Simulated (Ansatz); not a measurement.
**Ca$_{2}$Bi: do energies and stresses tell the same story?**

Level of theory: Ansatz, DFT r2SCAN, scalar-relativistic, plane waves, PAW.

Cutoff 500 eV; k points 10×10×10 on the computed 6-atom cell (Γ-centred); Gaussian smearing, width 0.01 eV; no spin polarisation.

Relaxed cell: I4/mmm, a = 4.841 Å, b = 4.841 Å, c = 16.948 Å, α = 90.00°, β = 90.00°, γ = 90.00°, 6 atoms in the primitive cell. Whether it is the stable form of this composition wasn't checked.

Energies at zero smearing and pressures from the stress tensor, at volumes with shape and atoms relaxed:
```
V (Å³/atom) E − E(first) (meV/atom) P (GPa)
     31.111                     0.00     2.37
     32.104                   -10.63     1.09
     33.097                   -13.91    -0.01
     34.090                   -10.88    -0.95
     35.082                    -2.43    -1.76
```

Check P = −dE/dV between neighbouring volumes, and get the bulk modulus from the pressures alone.

With 1 eV/Å³ = 160.2 GPa:
| middle V (Å³/atom) | −ΔE/ΔV (GPa) | mean P (GPa) |
| --- | --- | --- |
| 31.607 | 1.715 | 1.731 |
| 32.600 | 0.529 | 0.543 |
| 33.593 | -0.489 | -0.478 |
| 34.586 | -1.363 | -1.353 |

The two differ by 0.02 GPa at most. The mean of two end pressures misses the average over a step by about ΔV² P″/12, up to 0.02 GPa here; with that taken off 0.00 GPa remains. Around V = 33.097 Å³/atom, the two neighbours give B = −V ΔP/ΔV = 33.097 × 2.04 / 1.986 = 34.0 GPa, against B0 = 33.9 GPa from the Birch–Murnaghan fit of the energies.

Spin–orbit coupling is left out, which can shift energies with elements as heavy as these.